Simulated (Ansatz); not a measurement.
Q: Name crystals whose computed values (LDA (plane waves, PAW; program Ansatz)) fall in these windows: highest Γ mode, no LO–TO term (cm⁻¹) 210 to 280; gap (eV) 1.2 to 1.8.

A: 

| crystal | highest Γ mode, no LO–TO term (cm⁻¹) | gap (eV) |
|---|---|---|
| MgCdTe2, chalcopyrite | 263 | 1.51 |
Others may fit too.

Standing as an ambient phase not checked: MgCdTe2, chalcopyrite. The cell was relaxed under the symmetry of its start. Spin–orbit coupling is left out wherever it is not named.

Potentials: the later of the program's two PAW sets.
